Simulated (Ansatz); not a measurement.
ZrGeO3:
```xyz
5
Lattice="3.9863 0.0000 0.0000 0.0000 3.9863 0.0000 0.0000 0.0000 4.3449" Properties=species:S:1:pos:R:3 pbc="T T T"
Zr     1.9931     1.9931     2.5164
Ge     0.0000     0.0000     0.8477
O      0.0000     1.9931     1.9532
O      1.9931     0.0000     1.9532
O      1.9931     1.9931     0.0732
```

Tensor components refer to the Cartesian frame of this cell.

Problem. Give the high-frequency dielectric tensor and the Born effective charge tensors of the independent atoms from DFPT, the program Ansatz at the PBEsol level (PAW).

Solution. 
ε∞:
```
6.29  0.00  0.00
0.00  6.29  0.00
0.00  0.00  5.60
```
Z* of atom 1 (Zr), rows: field, columns: displacement, in e:
```
4.83  0.00  0.00
0.00  4.83  0.00
0.00  0.00  5.85
```
Z* of atom 2 (Ge), rows: field, columns: displacement, in e:
```
4.33  0.00  0.00
0.00  4.33  0.00
0.00  0.00  1.93
```
Z* of atom 3 (O), rows: field, columns: displacement, in e:
```
-3.91   0.00   0.00
 0.00  -3.26   0.00
 0.00   0.00  -1.72
```
Z* of atom 5 (O), rows: field, columns: displacement, in e:
```
-1.99   0.00   0.00
 0.00  -1.99   0.00
 0.00   0.00  -4.36
```

Space group P4mm. The start of the workflow was typed in or built on a structure type; neither database checked (COD, Materials Project) lists it. Its standing as an ambient phase is unchecked. The cell was relaxed with PBEsol under the symmetry of its start. At this level the phase is dynamically unstable (imaginary phonons). The run is not spin-polarised. Spin–orbit coupling is left out wherever it is not named.

Potentials: the earlier of the program's two PAW sets. The files were generated under PBE; for other functionals the program regenerates the frozen cores, and for LDA and PBEsol the local potential too.
